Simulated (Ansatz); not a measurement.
The cell of MnAgC₆N₆ is invented: cyanide-bridged rock-salt net of two metals, 0 guest cations a cell (Fm-3m, No. 225). The dimensions are guesses.

```yaml
crystal:
  lattice:
    - [0.00000, 5.22800, 5.22800]
    - [5.22800, 0.00000, 5.22800]
    - [5.22800, 5.22800, 0.00000]
  atoms:
    - { symbol: Mn, position: [0.00000, 0.00000, 0.00000] }
    - { symbol: Ag, position: [0.50000, 0.50000, 0.50000] }
    - { symbol: C, position: [0.81465, 0.18535, 0.18535] }
    - { symbol: C, position: [0.18535, 0.81465, 0.18535] }
    - { symbol: C, position: [0.18535, 0.18535, 0.81465] }
    - { symbol: C, position: [0.18535, 0.81465, 0.81465] }
    - { symbol: C, position: [0.81465, 0.18535, 0.81465] }
    - { symbol: C, position: [0.81465, 0.81465, 0.18535] }
    - { symbol: N, position: [0.70275, 0.29725, 0.29725] }
    - { symbol: N, position: [0.29725, 0.70275, 0.29725] }
    - { symbol: N, position: [0.29725, 0.29725, 0.70275] }
    - { symbol: N, position: [0.29725, 0.70275, 0.70275] }
    - { symbol: N, position: [0.70275, 0.29725, 0.70275] }
    - { symbol: N, position: [0.70275, 0.70275, 0.29725] }
```

Theory: DFT PBE, scalar-relativistic, plane waves, PAW in Ansatz. Cutoff 420 eV, Gaussian smearing, Γ-centred meshes. Cell and atoms relax first on a coarse mesh and then on a finer one. In between, the cell is made exact in the group found at 0.06 Å. In metals the finer mesh still leaves noise of several meV/atom or more. The steps can't lower the symmetry of their start. Collinear spin, starting moments Mn 4.0 μB.

A guess keeps its type if space group and coordination stay and the shape of the cell changes little (axis ratios within about 15 %, angles within 6°); the volume may change.

Question: Does it keep its structure type, or change into something else?

Answer: It keeps its type. The symmetry stays Fm-3m (No. 225). The volume per atom grows by 11.8 %, from 20.4 to 22.8 Å³. The shortest distance stays 1.17 Å (C–N). Counting neighbours within 15 % of an atom's shortest distance, the start has Ag 6, C 1, Mn 6, N 1 and the end Ag 6, C 1, Mn 6, N 1.

The zero of energy is the elements' standard structures at the same level (N₂ as a molecule); no fitted shifts are applied.

Question: At what energy does it end?

Answer: +0.65 eV/atom. A positive value: parting into the elements would lower its energy.

The last run used collinear spin, a 6×6×6 mesh for its 14-atom cell and Gaussian smearing of 0.10 eV. In such compounds of Mn a zero gap at this level may well be an artefact, since no Hubbard U is applied. The reference form of C is held partly by dispersion forces, which this level lacks. Another magnetic order may lie lower. A structure relaxed within its symmetry needn't be a true minimum.
